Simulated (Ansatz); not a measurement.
Method: DFT PBE, scalar-relativistic, plane waves, PAW in Ansatz 0.2.0. Settings: cutoff 420 eV, Γ-centred meshes spaced at most about 0.3 Å⁻¹, and about 0.25 Å⁻¹ or finer for metals (2π included), Gaussian smearing. No spin polarisation in the final relaxations.

These are static total energies at zero pressure. All come from trial cells, and lower structures may exist.

Question: Order these relaxed structures of Ti2BN3 by energy, lowest first, with the energy over the lowest of them.
1.

```xyz
6
Lattice="5.2723 0.0000 0.0000 -2.6361 4.5659 0.0000 0.0000 0.0000 2.7192" Properties=species:S:1:pos:R:3 pbc="T T T"
Ti    0.0000    3.0439    0.0000
Ti    2.6361    1.5220    0.0000
B     0.0000    0.0000    0.0000
N     2.6361    0.0000    1.3596
N     1.3181    2.2830    1.3596
N    -1.3181    2.2830    1.3596
```

2.

```xyz
6
Lattice="2.8029 0.0000 0.0000 0.0000 2.8029 0.0000 0.0000 0.0000 7.2337" Properties=species:S:1:pos:R:3 pbc="T T T"
Ti    1.4015    1.4015    5.8186
Ti    1.4015    1.4015    1.4151
B     1.4015    1.4015    3.6169
N     0.0000    0.0000    0.0000
N     0.0000    0.0000    5.1794
N     0.0000    0.0000    2.0543
```

3.

```xyz
6
Lattice="5.2844 0.0000 0.0000 -2.6422 4.5764 0.0000 0.0000 0.0000 3.3567" Properties=species:S:1:pos:R:3 pbc="T T T"
Ti    0.0000    3.0509    1.6783
Ti    2.6422    1.5255    1.6783
B     0.0000    0.0000    1.6783
N     3.8101    0.0000    1.6783
N    -1.9050    3.2996    1.6783
N     0.7372    1.2768    1.6783
```

4.

```xyz
6
Lattice="2.8418 0.0000 0.0000 -1.4209 2.4611 0.0000 0.0000 0.0000 7.1326" Properties=species:S:1:pos:R:3 pbc="T T T"
Ti    0.0000    1.6407    4.7799
Ti    1.4209    0.8204    2.3527
B     0.0000    0.0000    0.0000
N     0.0000    0.0000    3.5663
N     0.0000    1.6407    0.9608
N     1.4209    0.8204    6.1718
```

Answer: 3 (0 meV/atom), 4 (36 meV/atom), 1 (583 meV/atom), 2 (883 meV/atom). Forms: 3 P-62m; 4 Ti and B ordered on rock salt sites, P-3m1; 1 P6/mmm; 2 Ti and B ordered on caesium chloride sites, P4/mmm. Counting B or N atoms around Ti (for each partner element, those within 1.25 times its shortest distance or 1.15 times the sum of covalent radii, where it is the nearest in units of that sum or under 1.3; a plus sign parts groups by distance over the sum of covalent radii): cell 3 has Ti 3+3; cell 4 has Ti 6+3; cell 1 has Ti 6+3; cell 2 has Ti 5+4.

Cells relaxed within their symmetry can be saddle points. Some candidate types were left out of the draw beforehand, so a known form may be missing.
